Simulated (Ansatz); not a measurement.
AlN in space group P4_2/mnm (No. 136; Al on 4g, N on 4f), the program Ansatz at the r²SCAN level (PAW). The conduction-band minimum lies at Γ, with 1 equivalent valley. Second derivatives d²E/dk² of the lowest band at one valley (eV·Å²), along Cartesian directions:

```tsv
direction	d²E/dk²
[100]	22.82
[010]	22.82
[001]	21.30
[110]	22.82
[101]	22.06
[011]	22.06
```

Task: Find the principal effective masses, the density-of-states mass and the conductivity mass.

Result: Off-diagonal terms follow from H_xy = H[110] − (H_xx + H_yy)/2, and m*/mₑ = 7.620 eV·Å² over each eigenvalue: 0.33, 0.33, 0.36. One valley's DOS mass (m₁m₂m₃)^(1/3) = 0.34, conductivity mass 3/(Σ 1/mᵢ) = 0.34 mₑ.

Task: What effective density of states Nc follows at 300 K for parabolic valleys?

Result: Nc = 2.509e19 × 1 × (0.34)^(3/2) ≈ 5.0e18 cm⁻³.

The start of the workflow was typed in or built on a structure type; neither database checked (COD, Materials Project) lists it. It is not the phase usual at ambient conditions (space group No. 186, 216). The cell was relaxed with r²SCAN under the symmetry of its start; its stability against distortions is not shown here.

Potentials: the later of the program's two PAW sets.

Edges and masses are those of Kohn–Sham bands, whose gap is no quasiparticle gap.
